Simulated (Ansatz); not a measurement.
Before relaxation, O put at a hollow Eu-Eu-Eu site (Eu, Im-3m (No. 229)):

```
CELL_PARAMETERS angstrom
3.79755 0.00000 0.00000
-1.26585 3.58036 0.00000
0.00000 0.00000 25.20137
ATOMIC_POSITIONS crystal
Eu 0.50000 0.50000 0.33728
Eu 0.00000 0.00000 0.45751
Eu 0.50000 0.50000 0.57781
O 0.16667 0.83333 0.64368
```

All numbers below come from DFT PBE, scalar-relativistic, plane waves, PAW in Ansatz 0.2.0. Cutoff 420 eV; k points 8×8×1 on the computed 4-atom cell (Γ-centred); Gaussian smearing, width 0.10 eV; collinear spin with starting moments 7.8 7.7 7.8 2.0 μB. A dipole correction removes the field between periodic images along c.

Atoms 1 (counted from 1) are held. The cell is fixed. Force threshold 0.03 eV/Å.

(1) Where does it end?

The state reached may not be the lowest one. Spin-orbit coupling is left out, which matters for the bands of heavy elements. Without a Hubbard U the f levels lie too near the Fermi level, so gaps, band edges and the localisation of f electrons are unreliable. Semilocal functionals without U can misjudge the magnetic state of such a slab.

Answers

(1) The energy falls by 3.858 eV in 18 steps, to:

```xyz
4
Lattice="3.7975 0.0000 0.0000 -1.2658 3.5804 0.0000 0.0000 0.0000 25.2014" Properties=species:S:1:pos:R:3 pbc="T T T"
Eu    1.2658    1.7902    8.5000
Eu    0.0557   -0.0394   11.5450
Eu    0.7617    2.1467   14.4356
O    -1.0684    3.4407   13.9010
```
